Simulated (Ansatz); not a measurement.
A generated cell, not matched to a known phase here, of NbSi: I4₁md (No. 109), tI8; a = b = 3.4125 Å, c = 11.8374 Å, α = β = γ = 90.00°; Nb 4a (0.000, 0.000, 0.251); Si 4a (0.000, 0.000, 0.665). The numbers are results of PBE (plane waves to 420 eV, PAW, scalar-relativistic; Ansatz, a first-principles code), not measurements. Element references, the lowest calculated here: Nb (Im-3m), Si (Fd-3m).

### Question
Estimate the formation energy of this I4₁md form of NbSi from the elements that PBE returns for this input.

### Answer
-0.23 eV/atom.

### Question
How does this cell stand against the other phases calculated?

### Answer
It lies 0.19 eV/atom above their hull: NbSi → 0.5 Nb + 0.5 NbSi2 (NbSi2 P6₂22, Nb Im-3m) releases that much. A lower structure of this composition may exist.

This is the hull of the energies calculated here, no anion corrections; phases that were not calculated are missing from it. Values are rounded to 0.01 eV/atom. Not shown to be the ambient phase of their composition (a lower form may be missing, and a cell relaxed within its start's symmetry can be a saddle point): NbSi (I4₁md). The compounds carry no spin polarisation.
